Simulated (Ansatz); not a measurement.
Here is the system:

CuAu (CuAu type, space group P4/mmm)

```yaml
crystal:
  lattice:
    - [2.86058, 0.00000, 0.00000]
    - [0.00000, 2.86058, 0.00000]
    - [0.00000, 0.00000, 3.55181]
  atoms:
    - { symbol: Cu, position: [0.50000, 0.50000, 0.50000] }
    - { symbol: Au, position: [0.00000, 0.00000, 0.00000] }
```

Equation-of-state scan: isotropic scaling of the cell above, V₀ being its volume. Symmetry pins the atoms to their sites.

Computed with r2SCAN (plane waves to 500 eV, PAW, scalar-relativistic; Ansatz, a quantum-chemistry and plane-wave program). k mesh 16×16×13 (Γ-centred), Fermi-Dirac smearing 0.05 eV. E stands for the smeared free energy. Stress and pressure are positive under compression. With the shape held, the modulus is that of even scaling; a crystal free to change shape is softer. CuAu is run without spin polarisation. CuAu was relaxed with its symmetry unable to fall. Spin-orbit coupling is left out, though Au is heavy. ΔE is measured from the relaxed starting cell.

The scan covers V/V₀ from 0.940 to 1.060 in 9 points.

### Question
What bulk modulus at fixed cell shape B₀ follows from a third-order Birch-Murnaghan fit?

### Answer
158 GPa.

### Question
What is the fitted pressure derivative B₀′?

### Answer
5.5.

(A scan under strain: stresses follow from slopes of the energy per volume, elastic moduli from its curvatures.)
